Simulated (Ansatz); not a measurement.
## Relaxing a structure of MgB2

The start is a relaxed MgB2 cell with every coordinate shifted by Gaussian noise of σ = 0.2 Å. The structure is fully relaxed (lattice and positions, P = 0) with PBE (plane waves to 420 eV, PAW, scalar-relativistic; Ansatz, a first-principles code). The first steps use a coarse 9×9×7 k-mesh.

The start:
```yaml
crystal:
  lattice:
    - [3.07433, 0.00000, 0.00000]
    - [-1.53716, 2.66245, 0.00000]
    - [0.00000, 0.00000, 3.52753]
  atoms:
    - { symbol: Mg, position: [0.05864, 0.97418, 0.98813] }
    - { symbol: B, position: [0.69507, 0.52995, 0.51656] }
    - { symbol: B, position: [0.36853, 0.65562, 0.63228] }
```

```yaml
initial_pressure: "+46 GPa (positive: the cell is compressed)"
energy_released: 1.35 eV/atom
relative_to_the_parent: It returns to the parent structure, P6/mmm (No. 191)
band_gap_at_the_end: no gap (metallic)
optimiser_moves: 9
```

It ends as:

```cif
data_B2Mg
_chemical_formula_sum 'Mg1 B2'
_space_group_name_H-M_alt 'P6/mmm'
_space_group_IT_number 191
_space_group_name_Hall '-P 6 2'
_cell_length_a 3.07432
_cell_length_b 3.07432
_cell_length_c 3.52754
_cell_angle_alpha 90.000
_cell_angle_beta 90.000
_cell_angle_gamma 120.000
loop_
_atom_site_label
_atom_site_type_symbol
_atom_site_symmetry_multiplicity
_atom_site_Wyckoff_symbol
_atom_site_fract_x
_atom_site_fract_y
_atom_site_fract_z
_atom_site_occupancy
Mg1 Mg 1 a 0.00000 0.00000 0.00000 1
B1 B 2 d 0.33333 0.66667 0.50000 1
```

Final values are on a 17×17×13 k-mesh of the relaxed cell. No spin polarisation in the result.
